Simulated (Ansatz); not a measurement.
**119Sn Mössbauer parameters in HfO2 with Sn replacing Hf**

Cell: a supercell of HfO2 (space group P4_2/nmc) built from a computed structure from the Materials Project (it need not be an observed phase), with all atoms left at the host's positions.

```yaml
crystal:
  lattice:
    - [-3.55802, 3.55802, 5.17186]
    - [3.55802, -3.55802, 5.17186]
    - [3.55802, 3.55802, -5.17186]
  atoms:
    - { symbol: Sn, position: [0.50000, 0.50000, 0.50000] }
    - { symbol: Hf, position: [0.00000, 0.00000, 0.50000] }
    - { symbol: Hf, position: [0.00000, 0.50000, 0.00000] }
    - { symbol: Hf, position: [0.50000, 0.00000, 0.00000] }
    - { symbol: Hf, position: [0.00000, 0.00000, 0.00000] }
    - { symbol: Hf, position: [0.50000, 0.50000, 0.00000] }
    - { symbol: Hf, position: [0.50000, 0.00000, 0.50000] }
    - { symbol: Hf, position: [0.00000, 0.50000, 0.50000] }
    - { symbol: O, position: [0.59860, 0.34860, 0.25000] }
    - { symbol: O, position: [0.09860, 0.84860, 0.25000] }
    - { symbol: O, position: [0.09860, 0.34860, 0.75000] }
    - { symbol: O, position: [0.59860, 0.84860, 0.75000] }
    - { symbol: O, position: [0.40140, 0.65140, 0.25000] }
    - { symbol: O, position: [0.90140, 0.15140, 0.25000] }
    - { symbol: O, position: [0.90140, 0.65140, 0.75000] }
    - { symbol: O, position: [0.40140, 0.15140, 0.75000] }
    - { symbol: O, position: [0.15140, 0.40140, 0.25000] }
    - { symbol: O, position: [0.65140, 0.90140, 0.25000] }
    - { symbol: O, position: [0.65140, 0.40140, 0.75000] }
    - { symbol: O, position: [0.15140, 0.90140, 0.75000] }
    - { symbol: O, position: [0.34860, 0.09860, 0.25000] }
    - { symbol: O, position: [0.84860, 0.59860, 0.25000] }
    - { symbol: O, position: [0.84860, 0.09860, 0.75000] }
    - { symbol: O, position: [0.34860, 0.59860, 0.75000] }
```

Atom numbers follow the list; atoms alike are taken as one site, whose name carries the number of the first.

Computed with Ansatz: DFT, PBE, plane waves and PAW, scalar-relativistic, 420 eV cutoff, Γ-centred 4×4×4 k-points, Fermi–Dirac smearing 0.01 eV.

Isomer shifts (against SnO₂) follow from the electron density at the nucleus, δ = α(ρ − ρ₀), with α = 0.099 mm s⁻¹ a₀³ and ρ₀ = 183191.44 a₀⁻³ from a line fitted to 8 measured compounds at this level of theory (rms miss 0.12 mm/s). ΔE_Q = ½eQV_zz(1 + η²/3)^½ with Q = -0.132 b for the 23.9 keV state.

Task: Where do the absorption lines lie?

Result: Sn (1 atom a cell): δ = 0.11, |ΔE_Q| = 0.55 mm/s, a doublet at -0.17 and 0.38 mm/s.

The defect repeats with the cell of 24 atoms, so it feels its images: sites between two images don't show the values beside a lone defect, and zeros or small values of η there can come from the images' arrangement. Without spin–orbit coupling (the program notes it for Sn) the gradients are little affected as a rule: paired runs on crystals with a gap mostly move them by under 2 % at such atoms. The cell keeps the host's lattice, where the PBE pressure is 10 GPa. The neighbours have not yet relaxed around the defect (largest force 0.34 eV/Å), so a real crystal will differ.
